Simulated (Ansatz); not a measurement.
BaTiO$_{3}$ (tetragonal-perovskite type, space group P4mm)

```yaml
crystal:
  lattice:
    - [3.98546, 0.00000, 0.00000]
    - [0.00000, 3.98546, 0.00000]
    - [0.00000, 0.00000, 4.20133]
  atoms:
    - { symbol: Ti, position: [0.50000, 0.50000, 0.45767] }
    - { symbol: Ba, position: [0.00000, 0.00000, 0.94044] }
    - { symbol: O, position: [0.50000, 0.50000, 0.88899] }
    - { symbol: O, position: [0.50000, 0.00000, 0.40945] }
    - { symbol: O, position: [0.00000, 0.50000, 0.40945] }
```

In this cell atom 5 (O, nearest neighbour Ti at 2.003 Å; its periodic images, 4.0 Å or more away, move with it) is moved by s along Cartesian [111], unit vector (0.577, 0.577, 0.577); all other atoms and the cell stay fixed.

Level of theory: PBE (plane waves to 420 eV, PAW, scalar-relativistic; Ansatz, a quantum-chemistry and plane-wave program). k mesh 7×7×6 (Γ-centred), Fermi-Dirac smearing 0.05 eV. The energy includes the smearing's −TS. BaTiO3 is run without spin polarisation. BaTiO3 was relaxed with its symmetry unable to fall. ΔE is measured from the undisplaced structure.

```csv
s (Å),ΔE (meV/cell)
-0.400,475
-0.320,295
-0.240,161
-0.160,70
-0.080,17
0.000,0
0.080,17
0.160,71
0.240,164
0.320,300
0.400,withheld
```

Q: Fit a polynomial form (powers 2, 3, 4) to the given rows and predict ΔE at s = 0.400.

A: Least squares on the 10 given rows: ΔE = (2719)·s² + (87.23)·s³ + (1785)·s⁴, in meV/cell with s in Å; root-mean-square residual 0.4 meV/cell. At 0.400 the fit gives 486 meV/cell; the calculation gives 486 meV/cell, the same to the digits shown. The quadratic term alone would give 435 meV/cell.

(A displaced cell: forces are minus the slopes of the energy, force constants its curvatures, and phonons follow from these.)
